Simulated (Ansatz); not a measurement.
**Notes on Hg**

```
Hg
1.0
     5.05563    0.00000    0.00000
     0.00000    5.05563    0.00000
     0.00000    0.00000    3.49775
Hg
4
Direct
  0.00000 0.00000 0.00000
  0.50000 0.50000 0.00000
  0.00000 0.50000 0.62500
  0.50000 0.00000 0.37500
```

The numbers come from plane-wave PAW DFT (Ansatz): r2SCAN, no spin polarisation, 500 eV, 5×5×7 Γ-centred k points, methfessel-paxton occupations (width 0.081 eV). Nothing was relaxed.

- Forces: The largest is on Hg3 (and as large on other atoms): 0.72 eV/Å, components (0.00, 0.00, -0.72). It makes 117° with the line to a nearest neighbour, Hg1 at 2.85 Å.
- Contacts: Hg–Hg at 2.85 Å: least valence density 0.29 e/Å³ and ELF 0.20 there. These are pseudo-fields; inside the PAW spheres they differ from the all-electron ones.
- Stress: The pressure is 9.8 GPa (compression positive), so with the atoms held at these fractions the cell would first expand. The principal stresses 7.8, 10.8, 10.8 GPa differ, so its shape would change too.
- Electronic structure: It is a metal, with about 0.8 states/eV a cell as the mean within 0.25 eV of the Fermi level.

Origin: a known structure type with other elements, at an estimated volume, so it need not be a known compound.
